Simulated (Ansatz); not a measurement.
## Nuclear-site quantities of ScF3 as the cell is scaled

```yaml
crystal:
  lattice:
    - [4.01245, 0.00000, 0.00000]
    - [0.00000, 4.01245, 0.00000]
    - [0.00000, 0.00000, 4.01245]
  atoms:
    - { symbol: Sc, position: [0.00000, 0.00000, 0.00000] }
    - { symbol: F, position: [0.50000, 0.00000, 0.00000] }
    - { symbol: F, position: [0.00000, 0.50000, 0.00000] }
    - { symbol: F, position: [0.00000, 0.00000, 0.50000] }
```

Atoms are numbered in the order listed.

The cell comes from COD entry 4127282, which wasn't checked; take it as a given geometry.

All numbers below come from DFT, LDA, all-electron PAW with datasets made for the crystal, scalar-relativistic (Ansatz 0.2.0).

Sampling and basis: a Γ-centred 6×6×6 k mesh, Fermi–Dirac smearing of 0.02 eV, cutoff 400 eV (chosen by the program for this cell), no spin polarisation.

The contact density is the mean electron density over the nuclear volume; its changes follow the s electrons' response to bonding and compression. Changes below are taken from the unscaled cell, where it is 48279.9 e/Å³ at Sc1, 3085.35 e/Å³ at F2.

Volumes at which the program chose other datasets or cutoffs are left out.

```csv
V/V(cell),P (GPa),Δρ(0) Sc1 (e/Å³),Δρ(0) F2 (e/Å³),Vzz F2 (10²¹ V/m²)
0.9800,-0.9,0.18,-0.02,?
0.9900,-2.0,0.09,-0.01,5.54
1.0000,-2.9,0.00,0.00,5.69
1.0100,-3.8,?,0.01,?
1.0200,-4.7,-0.17,0.02,5.99
```

**Question.** Give the missing entry: row "1.0100", column "Vzz F2 (10²¹ V/m²)".

**Answer.** 5.84.

**Question.** What belongs in the row "0.9800", column "Vzz F2 (10²¹ V/m²)"?

**Answer.** 5.38.

**Question.** Fill in "Δρ(0) Sc1 (e/Å³)" for the row "1.0100".

**Answer.** -0.09.

The datasets are made afresh for each cell, so very small changes are uncertain.
